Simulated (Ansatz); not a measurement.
CdO (rock salt, Fm-3m), PBE (plane waves, PAW; program Ansatz), all energies at zero smearing, with the estimated change up to a 700 eV cutoff added, with one set of potentials and settings (totals compare only within such a set). Cell of 2 atoms (1 O, 1 Cd): -8821.449 eV.

```
element                            reference phase  E (eV/atom)
-------  -----------------------------------------  -----------
O        C2/m, 4 atoms in the cell, spin-polarised    -565.0000
Cd                   P6_3/mmc, 2 atoms in the cell   -8254.4547
```

Formation energy per atom, worked out: (-8821.449 − 1×(-565.0000) − 1×(-8254.4547))/2 = -0.997 eV/atom (-96 kJ per mol of atoms), at 0 K, without zero-point energy or fitted corrections.

The PBE relaxation kept the symmetry of its start; of distortions, only those at the zone centre were tested. The volume moved by 25 % from the start of the relaxation. The references are the lowest solids computed at this level, not always the standard phases (solids in place of the gases).

Potentials: the later of the program's two PAW sets.
